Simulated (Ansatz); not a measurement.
Space group P4/nmm:1 (No. 129). a = 3.586 Å, b = 3.586 Å, c = 7.944 Å, α = 90.00°, β = 90.00°, γ = 90.00°
```csv
atom,site,symmetry,x,y,z
Nb,2c,4mm,0.0000,0.5000,0.7386
Ge,2a,-4m2,0.0000,0.0000,0.0000
As,2c,4mm,0.0000,0.5000,0.3895
```

Equation of state of this NbGeAs structure (not necessarily the ground state), with shape and atoms relaxed at each volume where symmetry leaves them free. It has no gap at any of these volumes. The calculation used Ansatz, DFT r2SCAN, scalar-relativistic, plane waves, PAW.

Settings: cutoff 500 eV, Γ-centred mesh 10×10×6 on the computed 6-atom cell, Gaussian smearing of 0.10 eV; no spin polarisation.

```csv
V (Å³/atom),E − E(largest V) (meV/atom),P (GPa)
16.002,6.01,10.54
16.513,-18.18,4.83
17.024,-25.59,0.00
17.534,-18.80,-4.10
18.045,0.00,-7.56
```

Fit a third-order Birch–Murnaghan equation to E(V).

V0 = 17.02 Å³/atom, B0 = 148 GPa, B0' = 4.6.

Cost: 5 runs of about 14 core-minutes in all, on Intel Xeon 6975P-C (Granite Rapids) (shared hosts).